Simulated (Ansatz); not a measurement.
# Cs2Si, a known structure type with other elements, at an estimated volume

```xyz
6
Lattice="0.0000 6.8108 0.0000 6.8108 0.0000 0.0000 3.4054 3.4054 -5.4776" Properties=species:S:1:pos:R:3 pbc="T T T"
Cs    4.9528    5.1081   -4.1082
Cs    1.7027    5.2634   -1.3694
Cs    8.6688    8.5136   -4.1082
Cs    5.1081    1.5474   -1.3694
Si    0.0000    0.0000    0.0000
Si    3.4054    6.8108   -2.7388
```

Level: PBE, spin-orbit coupling; 420 eV; 6×6×6 Γ-centred mesh; fermi-dirac occupations (width 0.1 eV); Ansatz 0.2.0, fixed geometry.

The state carries no moments; the state need not be the lowest.

Task: Which element gives electrons and which takes them?

Result: Bader charges in e: Cs +0.37, Si -0.73. In the mean Cs gives up most and Si takes most.

Task: Where is the largest force?

Result: The largest is on Cs1 (and as large on other atoms): 3.15 eV/Å, components (3.15, 0.00, 0.00). It makes 125° with the line to a nearest neighbour, Si5 at 2.68 Å.

Task: What does the stress say?

Result: The pressure is 12.3 GPa (compression positive), so with the atoms held at these fractions the cell would first expand; the forces are large, so a full relaxation may end otherwise. The principal stresses 8.9, 14.1, 14.1 GPa differ, so its shape would change too.

Task: What happens at the Fermi level?

Result: It is a metal, with about 5 states/eV a cell as the mean within 0.25 eV of the Fermi level, mostly Si p (69 %).

Task: What is the formation energy?

Result: 1.76 eV an atom against the elements' usual phases (free molecules for gases, crystals otherwise, with no correction for O₂ or N₂), so at this geometry it isn't bound against them. Relaxing would lower it.

Origin: a known structure type with other elements, at an estimated volume, so it need not be a known compound. Caveats: atoms or cell far from equilibrium.
